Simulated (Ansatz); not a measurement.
# Convergence of CuAu

```xyz
2
Lattice="2.8000 0.0000 0.0000 0.0000 2.8000 0.0000 0.0000 0.0000 3.6700" Properties=species:S:1:pos:R:3 pbc="T T T"
Cu    1.4000    1.4000    1.8350
Au    0.0000    0.0000    0.0000
```

Atom numbers follow the list: Cu1, Au2.

The cell comes from COD entry 9004223, which wasn't checked; take it as a given geometry.

No spin–orbit coupling, which matters for the heavy atoms here.

Theory: DFT, PBE, all-electron LAPW, scalar-relativistic in Ansatz 0.2.0.

The runs use a Γ-centred 13×13×10 k mesh, Fermi–Dirac smearing of 0.05 eV, basis error target 0.25 meV/atom, no spin polarisation. One setting is then changed at a time.

```csv
k mesh,free energy less the base's (meV/atom),P (GPa),cutoff chosen (eV)
13×13×10 (base),0.0,6.64,316
4×4×3,99.4,7.64,316
6×6×5,19.1,6.76,316
10×10×8,1.8,6.77,316
18×18×14,-0.4,6.76,316
```
